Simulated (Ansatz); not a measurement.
According to the program Ansatz at the r²SCAN level (PAW), SiC₃ in the tetragonal phase (P-4m2; C on 1a, C on 2g, Si on 1c) relaxes to a = 2.797 Å, c = 4.091 Å. C on 1a has 4 nearest neighbours from 1.65 Å (tetrahedral); Si has 4 nearest neighbours from 1.82 Å (tetrahedral). Its formation energy from the elements is 0.48 eV/atom, with no fitted shifts.

It is gapped at this level: 1.64 eV (indirect). The valence maximum lies at Γ and the conduction minimum on the M–Γ line, 16 % of the way from M (4 equivalent valleys). The screened hybrid HSE06 puts the gap at 2.33 eV. The electron mass is 0.40, 0.44, 0.62 mₑ (principal values).

The bulk modulus is 286 GPa. The relaxed-ion elastic constants in GPa are C11 = 664, C12 = 20.8, C13 = 135, C33 = 702, C44 = 318, C66 = 196. The elastic constants imply a Debye temperature near 1490 K. Bader charges are C -1.49 to +0.03, Si +2.94 e.

The start of the workflow was typed in or built on a structure type; neither database checked (COD, Materials Project) lists it. Its standing as an ambient phase is unchecked. The cell was relaxed with r²SCAN under the symmetry of its start; its stability against distortions is not shown here. Its formation energy is positive at this level, so the cell may be metastable or incomplete. The references are the lowest solids computed at this level, not always the standard phases.

Potentials: the earlier of the program's two PAW sets. The files were generated under PBE; for other functionals the program regenerates the frozen cores, and for LDA and PBEsol the local potential too.
